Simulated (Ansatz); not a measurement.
BN (zinc blende, F-43m) at seven volumes, r²SCAN in the plane-wave PAW code Ansatz, scaled uniformly. One row is withheld.

```json
[
 {"V (Å³/atom)": "5.350", "P (GPa)": "43.86"},
 {"V (Å³/atom)": "5.526", "P (GPa)": "27.15"},
 {"V (Å³/atom)": "5.703", "P (GPa)": "12.63"},
 {"V (Å³/atom)": "5.879", "P (GPa)": "0.01"},
 {"V (Å³/atom)": "6.056", "P (GPa)": "-10.96"},
 {"V (Å³/atom)": "6.232", "P (GPa)": "?"},
 {"V (Å³/atom)": "6.408", "P (GPa)": "-28.82"}
]
```

### Question
Fit the shown pressures and predict the withheld one.

### Answer
P = (3/2)B₀(x^(7/2) − x^(5/2))[1 + (3/4)(B′ − 4)(x − 1)] with x = (V₀/V)^(2/3). Least squares on the six rows gives V₀ = 5.879 Å³/atom, B₀ = 392 GPa, B′ = 3.64. At V = 6.232, x = 0.9619 and P = -20.55 GPa. The run itself gave -20.51 GPa.

Symmetry was held in the r²SCAN relaxation.

Potentials: the later of the program's two PAW sets.
